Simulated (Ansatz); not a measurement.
Relaxed-ion elastic tensor of BAs in space group P6_422 (No. 181; B on 3c, As on 3d) in GPa (Voigt order), DFT-PBEsol in the program Ansatz with PAW potentials; density 5.67 g/cm³, 12.56 Å³ per atom.

```
 335  39.9  65.7   0.0   0.0   0.0
39.9   335  65.7   0.0   0.0   0.0
65.7  65.7   313   0.0   0.0   0.0
 0.0   0.0   0.0   169   0.0   0.0
 0.0   0.0   0.0   0.0   169   0.0
 0.0   0.0   0.0   0.0   0.0   148
```

**Question.** Is the crystal mechanically stable?

**Answer.** Yes: the smallest eigenvalue of C is 148 GPa.

**Question.** Work out the Voigt, Reuss and Hill averages.

**Answer.** K_V = 147, K_R = 147, K_H = 147; G_V = 151, G_R = 149, G_H = 150 GPa.

**Question.** Give Young's modulus, Poisson's ratio, Pugh's ratio and the universal anisotropy index.

**Answer.** E = 9KG/(3K + G) = 336 GPa; ν = 0.12; K/G = 0.98 (brittle by the Pugh limit of 1.75); A_U = 5G_V/G_R + K_V/K_R − 6 = 0.07.

**Question.** Estimate the sound speeds and the Debye temperature.

**Answer.** v_l = √((K + 4G/3)/ρ) = 7830 m/s, v_t = √(G/ρ) = 5150 m/s, mean 5640 m/s; Θ = (h/k)(3n/4πV)^(1/3) v_m = 722 K.

**Question.** How much does each axis shrink under pressure?

**Answer.** Linear compressibilities β_i = Σ_j S_ij (j = 1 to 3): x 2.3, y 2.3, z 2.2 per TPa.

The start of the workflow was typed in or built on a structure type; neither database checked (COD, Materials Project) lists it. It is not the phase usual at ambient conditions (space group No. 216). The cell was relaxed with PBEsol under the symmetry of its start; of distortions, only those at the zone centre were tested. Its formation energy is positive at this level, so the cell may be metastable or incomplete.

Potentials: the later of the program's two PAW sets.
